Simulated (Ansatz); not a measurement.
SnO2 (rutile)

```xyz
6
Lattice="4.7599 0.0000 0.0000 0.0000 4.7599 0.0000 0.0000 0.0000 3.2008" Properties=species:S:1:pos:R:3 pbc="T T T"
Sn     0.0000     0.0000     0.0000
Sn     2.3800     2.3800     1.6004
O      1.4561     1.4561     0.0000
O      3.8361     0.9238     1.6004
O      0.9238     3.8361     1.6004
O      3.3038     3.3038     0.0000
```

The slice is a (-1 1 0) plane (indices of the conventional cell) through the point (0.306, 0.306, 0.000) (fractional), spanned by u = [001] and v = [110] in vectors of this cell: u (3.20 Å) and v (6.73 Å, at 90° to u). It covers one period; positions are fractions (u, v).

Computed with r2SCAN (plane waves to 500 eV, PAW, scalar-relativistic; Ansatz, a first-principles code). k mesh 7×7×10. Near the nuclei the fields are pseudised (PAW); where an atom keeps semicore shells as valence, they peak there. SnO2 was relaxed with its symmetry unable to fall.

### Question
Around which element is the density of the highest valence band (whole band, smooth part) largest on this plane?

### Answer
O. Mean over a disc round each atom, of radius 0.45 times the shortest bond: O 0.030, Sn 0.000 e/Å³.

### Question
What is the ELF at the midpoint of the shortest Sn–O line in this plane (2.06 Å)?

### Answer
0.24.

### Question
What is the valence density on the shortest Sn–O line in this plane (2.06 Å), at its midpoint?

### Answer
0.65 e/Å³.

### Question
Predict the map of the density of the lowest conduction band (whole band as if filled, smooth part) on the slice.

### Answer
```
|%@#:        :#@|
|++-.        .-+|
|...          ..|
|               |
|.....      ....|
|---:..    ..:--|
|-==-:.    .:-==|
|:-==-.    .-==-|
|..-=-:.  .:-=-.|
| .-=-:.  .:-=-.|
|.:-=-:.  .:-=-:|
|--==-.    .-==-|
|--=-:.    .:-=-|
|::::.      .:::|
|  ..        .. |
|               |
|:::.        .::|
|*#+:        :+#|
|%@%-        -%@|
|%@#:   ..   :#@|
|%#=   .::.   =#|
|=-.  .----.  .-|
|..  .--==--.  .|
|   .---::---.  |
|  .:==:..:==:. |
|  .:==:  :==:. |
|  .:-=:..:=-:. |
|   .:------:.  |
|:.  .:-==-:.  .|
|*+:  .:--:.  :+|
|@%+.  ....  .+%|
|%@%:        :%@|
```
Scale: ten equal steps from 0.006 (start of ' ') to 0.229 (end of '@'), in the order ' .:-=+*#%@'. Values: density of the lowest conduction band (whole band as if filled, smooth part) in e/Å³. The map has 15 points along u (one character each, u = 0 at the left) and 32 along v (v = 0 in the bottom row).
